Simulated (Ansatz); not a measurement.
Here is the system:

CdO:
```yaml
crystal:
  lattice:
    - [3.62385, 0.00000, 0.00000]
    - [-1.81192, 3.13834, 0.00000]
    - [0.00000, 0.00000, 5.65789]
  atoms:
    - { symbol: Cd, position: [0.66667, 0.33333, 0.49745] }
    - { symbol: Cd, position: [0.33333, 0.66667, 0.99745] }
    - { symbol: O, position: [0.66667, 0.33333, 0.88745] }
    - { symbol: O, position: [0.33333, 0.66667, 0.38745] }
```

This is the PBEsol-relaxed structure.

Question: All from DFT-PBEsol in the program Ansatz with PAW potentials, unless another level is named. Estimate the electronic character.

Answer: no gap, with almost no states at the Fermi level (zero-gap or semimetallic).

Question: What about the formation energy from the elements (no fitted shifts)?

Answer: -983 meV/atom.

Question: And the gap with spin–orbit coupling?

Answer: none (metallic).

Space group P6_3mc (wurtzite). The first step of the workflow began from a Materials Project structure, measured or hypothetical; the Crystallography Open Database copy checked does not list it. It is not the phase usual at ambient conditions (space group No. 225). The PBEsol relaxation kept the symmetry of its start; whether a distortion lowers the energy is not shown. The references are the lowest solids computed at this level, not always the standard phases (solids in place of the gases). Spin–orbit coupling is left out wherever it is not named.

Potentials: the later of the program's two PAW sets.
